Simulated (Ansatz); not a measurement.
HfC (rock salt, space group No. 225), a = 4.572 Å, b = 4.572 Å, c = 4.572 Å, α = 90.00°, β = 90.00°, γ = 90.00°; the cell used has 2 atoms.

Relaxed with LDA.

Question: Decompose the optical modes at the zone centre into irreducible representations, and say which are infrared and Raman allowed.

Answer: Point group m-3m: Γ_opt = T1u. Infrared: T1u. Raman: none.

Question: Assign frequencies (DFPT, plane-wave PAW LDA (Ansatz code)).

Answer: T1u 464 cm⁻¹.

Space group Fm-3m (rock salt). Symmetry was held in the LDA relaxation; of distortions, only those at the zone centre were tested. No spin polarisation was allowed. As this level gives no gap, phonon frequencies hold no LO–TO term and depend on the k-mesh and smearing (Fermi–Dirac, 0.1 eV here). Spin–orbit coupling is left out wherever it is not named.

Potentials: the later of the program's two PAW sets.
